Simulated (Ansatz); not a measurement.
TiP (CsCl type, Pm-3m) under volume change, PBE in the plane-wave PAW code Ansatz, scaled uniformly.

| V (Å³/atom) | E − E(relaxed) (meV/atom) | P (GPa) |
|---|---|---|
| 13.239 | ___ | ___ |
| 13.675 | 25.2 | 9.70 |
| 14.112 | ___ | ___ |
| 14.548 | 0.0 | 0.00 |
| 14.985 | 5.5 | -3.91 |
| 15.421 | 20.8 | -7.25 |
| 15.857 | 44.5 | -10.10 |

### Question
What belongs in the gaps?

### Answer

- 13.239, E − E(relaxed) (meV/atom): 59.8
- 13.239, P (GPa): 15.83
- 14.112, E − E(relaxed) (meV/atom): 6.0
- 14.112, P (GPa): 4.53

### Question
What does a third-order Birch–Murnaghan fit give for V₀, B₀ and B′?

### Answer
V₀ = 14.55 Å³/atom, B₀ = 139 GPa, B′ = 4.0.

A made-up cell: these elements were put on the sites of a structure type; neither database checked (COD, Materials Project) lists it. COD files the formula under space group No. 194, so this cell is another polymorph or a model. Its standing as an ambient phase is unchecked. The PBE relaxation kept the symmetry of its start; whether a distortion lowers the energy is not shown. The run is not spin-polarised.

Potentials: the earlier of the program's two PAW sets.
